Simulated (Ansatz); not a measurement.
Bands of TiSb

```xyz
4
Lattice="4.1033 0.0000 0.0000 -2.0516 3.5536 0.0000 0.0000 0.0000 6.2836" Properties=species:S:1:pos:R:3 pbc="T T T"
Ti    0.0000    0.0000    0.0000
Ti    0.0000    0.0000    3.1418
Sb    0.0000    2.3690    1.5709
Sb    2.0516    1.1845    4.7127
```

Atom numbers follow the list: Ti1, Ti2, Sb3, Sb4.

The cell comes from COD entry 1531830, which wasn't checked; take it as a given geometry.

Spin–orbit coupling is left out, though it moves levels of the heavy atoms by tenths of an eV or more.

Computed with DFT, LDA, all-electron LAPW, scalar-relativistic in Ansatz 0.2.0.

Sampling and basis: a Γ-centred 12×12×7 k mesh, Fermi–Dirac smearing of 0.03 eV, basis error target 1 meV/atom, no spin polarisation.

Points in fractions of the reciprocal vectors of this cell: Γ (0, 0, 0), M (0.5, 0, 0), K (0.333, 0.333, 0), A (0, 0, 0.5), L (0.5, 0, 0.5), H (0.333, 0.333, 0.5). The path runs Γ–M–K–Γ–A–L–H–A–L. Energies are in eV from the Fermi level; (×n) counts levels within 4 meV of each other, which need not be degenerate by symmetry.

Task: Metal or insulator at this level of theory?

Result: No gap opens: metallic or semimetallic.

Task: Tabulate bands 31 to 38, counted from the lowest band of the run, along the path.

Result: 
| k (1/Å) | point | band 31 | band 32 | band 33 | band 34 | band 35 | band 36 | band 37 | band 38 |
| --- | --- | --- | --- | --- | --- | --- | --- | --- | --- |
| 0.00 | Γ | -2.49 | -1.04 | -0.28 | -0.28 | -0.02 | -0.02 | 0.91 | 0.91 |
| 0.13 |  | -2.47 | -1.10 | -0.48 | -0.43 | -0.23 | 0.01 | 0.82 | 1.01 |
| 0.25 |  | -2.43 | -1.46 | -0.79 | -0.73 | -0.66 | 0.10 | 0.72 | 1.01 |
| 0.38 |  | -2.38 | -2.16 | -1.12 | -1.04 | -0.90 | 0.23 | 0.69 | 0.93 |
| 0.51 |  | -2.65 | -2.33 | -1.54 | -1.27 | -0.99 | 0.40 | 0.69 | 0.86 |
| 0.63 |  | -2.88 | -2.32 | -1.92 | -1.41 | -1.10 | 0.56 | 0.68 | 0.78 |
| 0.76 |  | -2.99 | -2.32 | -2.28 | -1.46 | -1.19 | 0.62 | 0.65 | 0.67 |
| 0.88 | M | -2.76 | -2.63 | -2.33 | -1.47 | -1.23 | 0.56 | 0.64 | 0.70 |
| 0.96 |  | -2.74 | -2.63 | -2.29 | -1.79 | -0.96 | 0.56 | 0.64 | 0.71 |
| 1.03 |  | -2.71 | -2.63 | -2.23 | -2.20 | -0.67 | 0.55 | 0.65 | 0.73 |
| 1.10 |  | -2.67 | -2.65 | -2.62 | -2.10 | -0.45 | 0.54 | 0.65 | 0.75 |
| 1.18 |  | -3.06 | -2.62 | -2.58 | -2.00 | -0.28 | 0.53 | 0.64 | 0.79 |
| 1.25 |  | -3.38 | -2.60 | -2.53 | -1.93 | -0.17 | 0.53 | 0.61 | 0.84 |
| 1.32 |  | -3.55 | -2.57 | -2.50 | -1.88 | -0.10 | 0.53 | 0.57 | 0.89 |
| 1.39 | K | -3.60 | -2.52 | -2.52 | -1.87 | -0.07 | 0.54 | 0.54 | 0.96 |
| 1.54 |  | -3.35 | -2.78 | -2.36 | -1.90 | -0.17 | 0.54 | 0.62 | 0.89 |
| 1.69 |  | -3.29 | -2.97 | -2.11 | -1.89 | -0.39 | 0.61 | 0.78 | 0.82 |
| 1.83 |  | -3.28 | -2.64 | -1.77 | -1.76 | -0.60 | 0.56 | 0.67 | 0.87 |
| 1.98 |  | -2.54 | -2.47 | -1.46 | -1.32 | -0.72 | 0.33 | 0.70 | 0.92 |
| 2.12 |  | -2.44 | -1.64 | -1.00 | -0.80 | -0.72 | 0.14 | 0.71 | 0.99 |
| 2.27 |  | -2.47 | -1.12 | -0.52 | -0.48 | -0.29 | 0.02 | 0.80 | 1.03 |
| 2.42 | Γ | -2.49 | -1.04 | -0.28 | -0.28 | -0.02 | -0.02 | 0.91 | 0.91 |
| 2.49 |  | -2.47 | -1.04 | -0.27 | -0.27 | -0.13 | -0.13 | 0.88 | 0.88 |
| 2.56 |  | -2.42 | -1.06 | -0.36 | -0.36 | -0.23 | -0.23 | 0.81 | 0.81 |
| 2.63 |  | -2.34 | -1.13 | -0.64 | -0.64 | -0.18 | -0.18 | 0.72 | 0.72 |
| 2.70 |  | -2.22 | -1.31 | -0.92 | -0.92 | -0.10 | -0.10 | 0.61 | 0.61 |
| 2.77 |  | -2.07 | -1.63 | -1.20 | -1.20 | 0.00 | 0.00 | 0.49 | 0.49 |
| 2.84 |  | -1.89 | -1.89 | -1.46 | -1.46 | 0.11 | 0.11 | 0.36 | 0.36 |
| 2.92 | A | -1.69 | -1.69 | -1.69 | -1.69 | 0.23 | 0.23 | 0.23 | 0.23 |
| 3.04 |  | -1.71 | -1.71 | -1.70 | -1.70 | 0.19 | 0.19 | 0.23 | 0.23 |
| 3.17 |  | -1.73 | -1.73 | -1.72 | -1.72 | 0.09 | 0.09 | 0.25 | 0.25 |
| 3.29 |  | -1.77 | -1.77 | -1.73 | -1.73 | -0.05 | -0.05 | 0.31 | 0.31 |
| 3.42 |  | -1.84 | -1.84 | -1.75 | -1.75 | -0.16 | -0.16 | 0.41 | 0.41 |
| 3.55 |  | -1.90 | -1.90 | -1.80 | -1.80 | -0.18 | -0.18 | 0.54 | 0.54 |
| 3.67 |  | -1.94 | -1.94 | -1.86 | -1.86 | -0.13 | -0.13 | 0.67 | 0.67 |
| 3.80 | L | -1.96 | -1.96 | -1.89 | -1.89 | -0.10 | -0.10 | 0.72 | 0.72 |
| 3.87 |  | -2.07 | -2.07 | -1.85 | -1.85 | -0.08 | -0.08 | 0.73 | 0.73 |
| 3.95 |  | -2.28 | -2.28 | -1.83 | -1.83 | -0.02 | -0.02 | 0.75 | 0.75 |
| 4.02 |  | -2.55 | -2.55 | -1.83 | -1.83 | 0.04 | 0.04 | 0.78 | 0.78 |
| 4.09 |  | -2.86 | -2.86 | -1.84 | -1.84 | 0.10 | 0.10 | 0.71 | 0.71 |
| 4.16 |  | -3.16 | -3.16 | -1.85 | -1.85 | 0.16 | 0.16 | 0.63 | 0.63 |
| 4.24 |  | -3.40 | -3.40 | -1.86 | -1.86 | 0.21 | 0.21 | 0.56 | 0.56 |
| 4.31 | H | -3.51 | -3.51 | -1.86 | -1.86 | 0.23 | 0.23 | 0.53 | 0.53 |
| 4.46 |  | -3.21 | -3.21 | -1.84 | -1.84 | 0.15 | 0.15 | 0.66 | 0.66 |
| 4.60 |  | -2.72 | -2.72 | -1.79 | -1.79 | 0.05 | 0.05 | 0.68 | 0.68 |
| 4.75 |  | -2.27 | -2.27 | -1.73 | -1.73 | -0.01 | -0.01 | 0.42 | 0.42 |
| 4.89 |  | -1.96 | -1.96 | -1.69 | -1.69 | 0.01 | 0.01 | 0.26 | 0.26 |
| 5.04 |  | -1.79 | -1.79 | -1.70 | -1.70 | 0.09 | 0.09 | 0.23 | 0.23 |
| 5.18 |  | -1.71 | -1.71 | -1.70 | -1.70 | 0.18 | 0.18 | 0.23 | 0.23 |
| 5.33 | A | -1.69 | -1.69 | -1.69 | -1.69 | 0.23 | 0.23 | 0.23 | 0.23 |
